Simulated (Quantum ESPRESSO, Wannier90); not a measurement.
## InTe (rock salt): Wannier90 run

Structure: Materials Project mp-2597, symmetrised, not relaxed again. COD (Crystallography Open Database) has an entry of this formula and space group (matched by these alone). Computed values, not measurements, from PBEsol: Quantum ESPRESSO (norm-conserving PseudoDojo potentials, cutoff 66 Ry, no spin polarisation, no spin-orbit coupling) on a Γ-centred 8×8×8 mesh, then Wannier90. Density: 8×8×8 mesh, cold smearing 0.01 Ry. Spin-orbit coupling is left out although heavy elements are present.

```
begin unit_cell_cart
ang
    0.0000000000    3.1198300000    3.1198300000
    3.1198300000    0.0000000000    3.1198300000
    3.1198300000    3.1198300000    0.0000000000
end unit_cell_cart
mp_grid = 8 8 8
```

Which shells of neighbouring k-points and which b-vectors and weights does Wannier90 pick for this cell and mesh?


```
 *---------------------------------- K-MESH ----------------------------------*
 +----------------------------------------------------------------------------+
 |                    Distance to Nearest-Neighbour Shells                    |
 |                    ------------------------------------                    |
 |          Shell             Distance (Ang^-1)          Multiplicity         |
 |          -----             -----------------          ------------         |
 |             1                   0.218017                      8            |
 |             2                   0.251744                      6            |
 |             3                   0.356020                     12            |
 |             4                   0.417470                     24            |
 |             5                   0.436033                      8            |
 |             6                   0.503488                      6            |
 |             7                   0.548663                     24            |
 |             8                   0.562916                     24            |
       ... (lines left out)
 +----------------------------------------------------------------------------+
 | The b-vectors are chosen automatically                                     |
 | The following shells are used:                       1                     |
 +----------------------------------------------------------------------------+
 |                        Shell   # Nearest-Neighbours                        |
 |                        -----   --------------------                        |
 |                          1               8                                 |
 +----------------------------------------------------------------------------+
 | Completeness relation is fully satisfied [Eq. (B1), PRB 56, 12847 (1997)]  |
 +----------------------------------------------------------------------------+
 |                  b_k Vectors (Ang^-1) and Weights (Ang^2)                  |
 |                  ----------------------------------------                  |
 |            No.         b_k(x)      b_k(y)      b_k(z)        w_b           |
 |            ---        --------------------------------     --------        |
 |             1         0.125872    0.125872   -0.125872     7.889548        |
 |             2         0.125872   -0.125872    0.125872     7.889548        |
 |             3        -0.125872    0.125872    0.125872     7.889548        |
 |             4         0.125872    0.125872    0.125872     7.889548        |
 |             5        -0.125872   -0.125872    0.125872     7.889548        |
 |             6        -0.125872    0.125872   -0.125872     7.889548        |
 |             7         0.125872   -0.125872   -0.125872     7.889548        |
 |             8        -0.125872   -0.125872   -0.125872     7.889548        |
```
